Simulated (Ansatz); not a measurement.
Ag (A15 (β-W type), space group No. 223) under volume change, DFT-PBEsol in the program Ansatz with PAW potentials, scaled uniformly.

```json
[
 {"V (Å³/atom)": "15.645", "E − E(relaxed) (meV/atom)": "59.0", "P (GPa)": "13.56"},
 {"V (Å³/atom)": "16.161", "E − E(relaxed) (meV/atom)": "24.4", "P (GPa)": "8.12"},
 {"V (Å³/atom)": "16.677", "E − E(relaxed) (meV/atom)": "5.7", "P (GPa)": "3.66"},
 {"V (Å³/atom)": "17.193", "E − E(relaxed) (meV/atom)": "0.0", "P (GPa)": "0.00"},
 {"V (Å³/atom)": "17.708", "E − E(relaxed) (meV/atom)": "5.0", "P (GPa)": "-2.99"},
 {"V (Å³/atom)": "18.224", "E − E(relaxed) (meV/atom)": "18.7", "P (GPa)": "-5.44"},
 {"V (Å³/atom)": "18.740", "E − E(relaxed) (meV/atom)": "39.5", "P (GPa)": "-7.42"}
]
```

### Question
What does a third-order Birch–Murnaghan fit give for V₀, B₀ and B′?

### Answer
V₀ = 17.19 Å³/atom, B₀ = 110 GPa, B′ = 5.7.

Space group Pm-3n (A15 (β-W type)). The start of the workflow was typed in or built on a structure type; neither database checked (COD, Materials Project) lists it. It is not the phase usual at ambient conditions (space group No. 225). The cell was relaxed with PBEsol under the symmetry of its start. At this level the phase is mechanically unstable. No spin polarisation was allowed.

Potentials: the later of the program's two PAW sets.
